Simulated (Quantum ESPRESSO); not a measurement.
## W3MoSe5S3 (input and log of a self-consistent run)

Computed values, not a measurement. The program is pw.x of Quantum ESPRESSO 7.5 (plane-wave density functional theory). The cell is made up: 12 atoms on a layered 2H lattice, with randomly drawn elements, strain and displacements, not relaxed. PseudoDojo standard norm-conserving files (v0.5 for PBE, v0.4.1 for LDA and PBEsol) set the functional; there is no spin polarisation, spin-orbit coupling or dispersion term, and the masses in the input are unused placeholders.

Input:

```
&control calculation='scf', pseudo_dir='./dojo.nc.sr.pbe.v0_5.standard.upf', outdir='./o', disk_io='low', tprnfor=.true., tstress=.true. /
&system ibrav=0, nat=12, ntyp=4, nbnd=83, ecutwfc=85.99341389, nosym=.true., tot_charge=0,
 occupations='smearing', smearing='fd', degauss=0.0018374661
/
&electrons conv_thr=7.350e-09, electron_maxstep=60, /
ATOMIC_SPECIES
Mo 1.0 Mo.upf
S 1.0 S.upf
Se 1.0 Se.upf
W 1.0 W.upf
CELL_PARAMETERS angstrom
3.2882 0.0362 0.0372
0.0627 5.6331 -0.0027
0.1486 -0.0062 13.321
ATOMIC_POSITIONS angstrom
W 0.0341 1.952 3.3937
W 1.7189 1.0247 10.0191
Mo 1.6976 4.6867 3.4045
W 0.1324 3.7603 9.975
Se 0.0571 1.8292 8.3431
Se 0.1445 1.8463 11.595
Se 1.6289 1.0178 1.7205
S 1.6675 0.8334 4.939
S 1.8044 4.599 8.2109
Se 1.8312 4.7995 11.7146
Se -0.013 3.8336 1.8114
S 0.1113 3.74 5.1032
K_POINTS automatic
7 4 2 1 1 1
```

The log is shortened where brackets say so; the opening notice, blank lines, dates and the lines on written files are dropped, and the path of the files is cut. It prints rydbergs, bohrs and kilobars, and counts compression as positive stress. With no partly filled state, the Fermi energy that it prints is only some level between the filled and the empty states on the mesh, and need not lie in the true gap.

```
     Program PWSCF v.7.5
     Parallel version (MPI & OpenMP), running on       4 processor cores
     Number of MPI processes:                 4
     Threads/MPI process:                     1
     [start-up lines left out]
     bravais-lattice index     =            0
     lattice parameter (alat)  =       6.2146  a.u.
     unit-cell volume          =    1664.6806 (a.u.)^3
     number of atoms/cell      =           12
     number of atomic types    =            4
     number of electrons       =       154.00
     number of Kohn-Sham states=           83
     kinetic-energy cutoff     =      85.9934  Ry
     charge density cutoff     =     343.9737  Ry
     scf convergence threshold =      7.3E-09
     mixing beta               =       0.7000
     number of iterations used =            8  plain     mixing
     Exchange-correlation= PBE
                           (   1   4   3   4   0   0   0)
     [axes and pseudopotential details left out]
   Cartesian axes
     site n.     atom                  positions (alat units)
         1        W      tau(   1) = (   0.0103691   0.5935639   1.0319559  )
         2        W      tau(   2) = (   0.5226829   0.3115906   3.0466066  )
         3        Mo     tau(   3) = (   0.5162060   1.4251311   1.0352399  )
         4        W      tau(   4) = (   0.0402602   1.1434315   3.0331967  )
         5        Se     tau(   5) = (   0.0173630   0.5562229   2.5369688  )
         6        Se     tau(   6) = (   0.0439395   0.5614227   3.5258061  )
         7        Se     tau(   7) = (   0.4953157   0.3094925   0.5231694  )
         8        S      tau(   8) = (   0.5070532   0.2534202   1.5018505  )
         9        S      tau(   9) = (   0.5486817   1.3984633   2.4967694  )
        10        Se     tau(  10) = (   0.5568311   1.4594313   3.5621740  )
        11        Se     tau(  11) = (  -0.0039530   1.1657206   0.5508103  )
        12        S      tau(  12) = (   0.0338441   1.1372587   1.5517804  )
     number of k points=    28  Fermi-Dirac smearing, width (Ry)=  0.0018
                       cart. coord. in units 2pi/alat
        k(    1) = (   0.0699525   0.0722257   0.0609718), wk =   0.0714286
        k(    2) = (   0.0713500   0.0721510  -0.0624809), wk =   0.0714286
     [further k points left out]
     Dense  grid:   179371 G-vectors     FFT dimensions: (  40,  64, 150)
     Estimated max dynamical RAM per process >     562.19 MB
     Estimated total dynamical RAM >       2.07 GB
     Initial potential from superposition of free atoms
     starting charge     153.9966, renormalised to     154.0000
     Starting wfcs are   97 randomized atomic wfcs
     total cpu time spent up to now is        7.1 secs
     per-process dynamical memory:   408.0 Mb
     Self-consistent Calculation
     iteration #  1     ecut=    85.99 Ry     beta= 0.70
     Davidson diagonalization with overlap
     ethr =  1.00E-02,  avg # of iterations =  2.0
     Threshold (ethr) on eigenvalues was too large:
     Diagonalizing with lowered threshold
     Davidson diagonalization with overlap
     ethr =  4.80E-04,  avg # of iterations =  2.1
     total cpu time spent up to now is       39.9 secs
     total energy              =   -1874.11715794 Ry
     estimated scf accuracy    <       0.77144215 Ry
     iteration #  2     ecut=    85.99 Ry     beta= 0.70
     Davidson diagonalization with overlap
     ethr =  5.01E-04,  avg # of iterations =  9.2
     total cpu time spent up to now is       66.6 secs
     total energy              =   -1872.33935310 Ry
     estimated scf accuracy    <      23.67464694 Ry
     iteration #  3     ecut=    85.99 Ry     beta= 0.70
     Davidson diagonalization with overlap
     ethr =  5.01E-04,  avg # of iterations = 13.8
     total cpu time spent up to now is       93.3 secs
     total energy              =   -1873.11219725 Ry
     estimated scf accuracy    <      25.36568200 Ry
     iteration #  4     ecut=    85.99 Ry     beta= 0.70
     Davidson diagonalization with overlap
     ethr =  5.01E-04,  avg # of iterations = 11.2
     total cpu time spent up to now is      115.2 secs
     total energy              =   -1874.41787322 Ry
     estimated scf accuracy    <       0.83420259 Ry
     iteration #  5     ecut=    85.99 Ry     beta= 0.70
     Davidson diagonalization with overlap
     ethr =  5.01E-04,  avg # of iterations =  3.0
     total cpu time spent up to now is      131.1 secs
     total energy              =   -1874.48943367 Ry
     estimated scf accuracy    <       0.37501508 Ry
     [iterations 6 to 16 left out]
     iteration # 17     ecut=    85.99 Ry     beta= 0.70
     Davidson diagonalization with overlap
     ethr =  9.23E-10,  avg # of iterations =  6.1
     total cpu time spent up to now is      360.7 secs
     total energy              =   -1874.53461132 Ry
     estimated scf accuracy    <       0.00000112 Ry
     iteration # 18     ecut=    85.99 Ry     beta= 0.70
     Davidson diagonalization with overlap
     ethr =  7.27E-10,  avg # of iterations =  2.5
     total cpu time spent up to now is      375.6 secs
     total energy              =   -1874.53461144 Ry
     estimated scf accuracy    <       0.00000020 Ry
     iteration # 19     ecut=    85.99 Ry     beta= 0.70
     Davidson diagonalization with overlap
     ethr =  1.28E-10,  avg # of iterations =  3.4
     total cpu time spent up to now is      391.2 secs
     total energy              =   -1874.53461147 Ry
     estimated scf accuracy    <       0.00000002 Ry
     iteration # 20     ecut=    85.99 Ry     beta= 0.70
     Davidson diagonalization with overlap
     ethr =  1.02E-11,  avg # of iterations =  6.9
     total cpu time spent up to now is      412.2 secs
     total energy              =   -1874.53461148 Ry
     estimated scf accuracy    <       0.00000002 Ry
     iteration # 21     ecut=    85.99 Ry     beta= 0.70
     Davidson diagonalization with overlap
     ethr =  1.02E-11,  avg # of iterations =  2.3
     total cpu time spent up to now is      427.4 secs
     End of self-consistent calculation
          k = 0.0700 0.0722 0.0610 ( 22403 PWs)   bands (ev):
   -63.0604 -62.8636 -62.6944 -49.8540 -36.5735 -36.5703 -36.5253 -36.5149
   -36.4982 -36.4954 -36.4925 -36.4545 -36.4438 -36.4411 -36.4372 -36.4297
   -36.4035 -36.3820 -36.3678 -36.2907 -36.2881 -36.2634 -36.2572 -36.2518
   -36.2492 -36.2411 -36.2249 -36.2098 -36.1989 -27.2994 -27.2284 -27.1710
   -27.1296 -27.0473 -26.9650 -26.9487 -26.8978 -26.8322 -24.0097 -23.9384
   -23.9166  -3.4350  -3.2937  -2.1310  -1.8711  -1.6564  -1.5159  -1.0695
    -0.8817   4.9240   5.1557   5.2661   5.6039   6.2282   6.3438   6.9105
     7.2204   7.7987   8.0076   8.1840   8.3292   8.5561   8.8526   8.9972
     9.1653   9.2260   9.3393   9.4456   9.6315   9.7281   9.8468   9.9968
    10.3579  10.4096  10.6566  10.8700  11.2726  12.9864  13.2809  13.3923
    13.5755  13.6625  13.7369
     [levels at the other k points left out]
     the Fermi energy is    11.8863 ev
!    total energy              =   -1874.53461148 Ry
     estimated scf accuracy    <          5.2E-09 Ry
     smearing contrib. (-TS)   =      -0.00000000 Ry
     internal energy E=F+TS    =   -1874.53461148 Ry
     The total energy is F=E-TS. E is the sum of the following terms:
     one-electron contribution =   -1230.14909408 Ry
     hartree contribution      =     662.49046329 Ry
     xc contribution           =    -381.13318957 Ry
     ewald contribution        =    -925.74279112 Ry
     convergence has been achieved in  21 iterations
     Forces acting on atoms (cartesian axes, Ry/au):
     atom    1 type  4   force =    -0.01705916   -0.05467004    0.07936975
     atom    2 type  4   force =     0.03268695   -0.11457311   -0.07859948
     atom    3 type  1   force =    -0.02613562    0.02077515    0.10076998
     atom    4 type  4   force =     0.01569209    0.04313588   -0.06189954
     atom    5 type  3   force =     0.01794082    0.02236887   -0.04304058
     atom    6 type  3   force =    -0.04283322    0.05150718    0.08172276
     atom    7 type  3   force =     0.01975217   -0.00817300   -0.00101962
     atom    8 type  2   force =    -0.00152184    0.06584673   -0.01528651
     atom    9 type  2   force =    -0.00436665    0.03059827    0.11842729
     atom   10 type  3   force =    -0.01940878   -0.03314264   -0.01654686
     atom   11 type  3   force =     0.04315664   -0.02049667   -0.08986117
     atom   12 type  2   force =    -0.01790340   -0.00317663   -0.07403602
     Total force =     0.314532     Total SCF correction =     0.000339
     Computing stress (Cartesian axis) and pressure
          total   stress  (Ry/bohr**3)                   (kbar)     P=        8.20
   0.00004444  -0.00016819  -0.00029998            6.54      -24.74      -44.13
  -0.00016819   0.00009563   0.00008316          -24.74       14.07       12.23
  -0.00029998   0.00008316   0.00002716          -44.13       12.23        4.00
     init_run     :      6.75s CPU      7.07s WALL (       1 calls)
     electrons    :    412.57s CPU    420.29s WALL (       1 calls)
     forces       :      3.16s CPU      3.21s WALL (       1 calls)
     stress       :     10.61s CPU     10.86s WALL (       1 calls)
     [timing details left out]
     PWSCF        :   7m13.23s CPU   7m21.70s WALL
     JOB DONE.
```

In other units: free energy -25504.343 eV for the cell, pressure 0.82 GPa, largest force component 3.045 eV/Å. A rerun of this cell at a cutoff of 1467 eV and k mesh 9 x 6 x 4 moved values by no more than 0.003 eV in energy, 0.03 GPa in stress and 0.005 eV/Å in force.